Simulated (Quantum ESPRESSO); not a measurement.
# Moving one atom in AlGe6As

The results below are calculated, not measured. They come from pw.x of Quantum ESPRESSO 7.5, a plane-wave density functional program, with PseudoDojo standard norm-conserving files (v0.5 for PBE, v0.4.1 for LDA and PBEsol). The cells are made up: elements, strain and atom displacements were drawn at random, and nothing was relaxed. There is no spin polarisation, spin-orbit coupling or dispersion term.

The cell has 8 sites of a zincblende or diamond lattice. Sites 1 to 4 hold Al Ge Ge Ge; sites 5 to 8 hold Ge As Ge Ge. Cell vectors in Å: (5.533, -0.007, 0.055); (-0.007, 5.684, -0.039); (0.055, -0.039, 5.531). Settings: PBE, cutoff 1143 eV, 6 x 6 x 6 k mesh shifted by half a step, Fermi-Dirac smearing of 0.1 eV.

Each run shifts the Ge atom on site 7 along x and leaves all else fixed. Site 2 is one of its nearest neighbours. E is the free energy of the cell above the lowest run shown.

| run | shift (Å) | Fx on site 7 (eV/Å) | Fx on site 2 (eV/Å) | P (GPa) | E (meV) |
| --- | --- | --- | --- | --- | --- |
| 1 | -0.1624 | 2.460 | -1.104 | 8.57 | 258.5 |
| 2 | -0.1469 | 2.283 | -1.067 | 8.51 | 221.7 |
| 3 | -0.0540 | 1.198 | -0.822 | 8.26 | 59.8 |
| 5 | 0.0556 | -0.106 | -0.500 | 8.17 | 0.0 |
| 6 | 0.0867 | -0.473 | -0.404 | 8.18 | 9.0 |
| 7 | 0.1028 | -0.661 | -0.353 | 8.20 | 18.2 |
| 4 | -0.0336 | ? | ? | ? | ? |

A rerun of one of these cells at 1437 eV and k mesh 8 x 8 x 8 moved values by no more than 0.004 eV in the cell's energy, 0.02 GPa in stress and 0.003 eV/Å in force.

## Worked fit

A parabola through the six runs shown gives Fx on site 7 = 0.558 - 11.83 u - 0.7 u² eV/Å, with u in Å and a scatter of 0.005 eV/Å. Minus the slope, 11.83 ± 0.10 eV/Å², is this atom's force constant along x at u = 0, with its periodic images moving too. The fitted force vanishes at u = 0.047 Å, where the energy should be lowest along this line. The error is the larger of the fit's own and the change that a cubic makes, rounded up.

## Withheld run

Question: what Fx on site 7 should run 4 give?

The fit gives 0.955 eV/Å. The calculation gave 0.955 eV/Å.

```
run,shift (Å),Fx on site 7 (eV/Å),Fx on site 2 (eV/Å),P (GPa),E (meV)
4,-0.0336,0.955,-0.765,8.23,37.8
```